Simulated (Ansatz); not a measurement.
Relaxed candidate structures of CeO2:

A. P-31m (No. 162), hP9, AFLOW prototype AB2_hP9_162_ad_k (as in V2N); a = b = 5.9366 Å, c = 4.5499 Å, α = β = 90.00°, γ = 120.00°; O 6k (0.332, 0.332, 0.262); Ce 1a (0.000, 0.000, 0.000); Ce 2d (0.333, 0.667, 0.500)

B. P321 (No. 150), hP9; a = b = 5.993 Å, c = 3.605 Å, α = β = 90.00°, γ = 120.00°; O 3f (0.402, 0.402, 0.500); O 3e (0.000, 0.262, 0.000); Ce 2d (0.333, 0.667, 0.065); Ce 1b (0.000, 0.000, 0.500)

C. P3₁21 (No. 152), hP9; a = b = 6.7237 Å, c = 7.3600 Å, α = β = 90.00°, γ = 120.00°; close to P6₄22 at 0.1 Å; Ce 3a (0.501, 0.501, 0.000); O 6c (0.442, 0.222, 0.167)

D. P6₃/mmc (No. 194), hP12, AFLOW prototype A2B_hP12_194_cg_f (C10, as in SiO2); a = 6.8835 Å, b = 6.8835 Å, c = 11.2436 Å, α = 90.00°, β = 90.00°, γ = 120.00°; Ce 4f (0.667, 0.333, 0.063); O 2d (0.667, 0.333, 0.250); O 6g (0.500, 0.500, 0.500)

E. Fm-3m (No. 225), cF12, fluorite type; a = b = c = 5.438 Å, α = β = γ = 90.00°; Ce 4a (0.000, 0.000, 0.000); O 8c (0.250, 0.250, 0.250)

Problem. Order them by energy per atom (lowest first) at the level r2SCAN (plane waves to 500 eV, PAW, scalar-relativistic; Ansatz, a first-principles code).

Solution. E (reference, the lowest among the structures calculated here), B (+0.175 eV/atom), A (+0.295 eV/atom), D (+0.607 eV/atom), C (+0.616 eV/atom)

Problem. Give each candidate's band gap.

Solution. No candidate is metallic. A: 1.60 eV (no spin-orbit coupling); B: 1.46 eV (no spin-orbit coupling); C: 2.02 eV (no spin-orbit coupling); D: 2.05 eV (no spin-orbit coupling); E: 2.16 eV (no spin-orbit coupling).

Probably no minimum, since a slightly shaken restart fell lower: P-31m, hP9, AFLOW prototype AB2_hP9_162_ad_k (as in V2N) (by 0.12 eV/atom, to P321). 2 runs with a doubtful electronic state, a coarser numerical grid, an end not at rest or a source that can't be used are left out. Each run could gain symmetry but not lose that of its start, so entries can be saddle points. From databases, or of a type measured for this composition: Fm-3m, cF12, fluorite type; the others are generated cells (placed on structure types, drawn at random, substituted or restacked) that were not matched to a known phase here. Static energies at zero pressure. No spin polarisation in the result. No Hubbard U is applied. The 4f state was not searched, so a lower electronic state may exist. Gaps of cells over 8 atoms come from the SCF mesh and high-symmetry points alone.
